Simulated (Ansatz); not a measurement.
**In$_{3}$Se: dependence on the functional**

Method: plane-wave DFT with PAW (Ansatz). The atoms stay where they are, in a cell that isn't relaxed at these levels; pressure is positive in compression.

```
CELL_PARAMETERS angstrom
4.80376 0.00000 0.00000
0.00000 4.80376 0.00000
0.00000 0.00000 4.80376
ATOMIC_POSITIONS crystal
In 0.00000 0.50000 0.50000
In 0.50000 0.00000 0.50000
In 0.50000 0.50000 0.00000
Se 0.00000 0.00000 0.00000
```

```
occupation rule : Gaussian smearing, 0.1 eV
spin treatment  : unpolarised
```

| functional | mesh | cutoff (eV) | gap on mesh (eV) | P (GPa) |
| --- | --- | --- | --- | --- |
| PBEsol | 10×10×10 | 420 | metal | -3.0 |
| LDA | 10×10×10 | 420 | metal | -4.3 |
| PBE | 10×10×10 | 420 | metal | -0.3 |
| r2SCAN | 10×10×10 | 500 | metal | -1.3 |
| HSE06 | 4×4×4 | 420 | metal | -0.9 |

Rough cost on one shared core, as a multiple of the first run's: LDA 0.8, PBE 0.7, r2SCAN 1.7, HSE06 5.